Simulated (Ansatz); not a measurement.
Values for one crystal, relaxed and computed with plane-wave PAW LDA (Ansatz code); other levels are named.

Volume per atom: 11.33 Å³
Band gap: 0.80 eV (direct)
Elastic constants (relaxed ions, GPa): C11 = 221, C12 = 139, C13 = 124, C33 = 238, C44 = 37.9
Bulk modulus (Birch–Murnaghan fit): 1610 kbar
Dynamical stability on the path: stable (no imaginary branch)
Hole effective mass, band 2 of 2 at the edge: 0.16 along x, 2.7 along z (mₑ)
Electron effective mass: 0.15 mₑ (isotropic)

**Question.** Pick the material that matches.
(A) GeI2, CdI2 type
(B) SnSe, Pnma (Se on 4c, Sn on 4c)
(C) ZnO, wurtzite
(D) Li2S, anti-fluorite

**Answer.** C, ZnO, wurtzite

Space group P6_3mc (wurtzite). Symmetry was held in the LDA relaxation.

Potentials: the later of the program's two PAW sets.
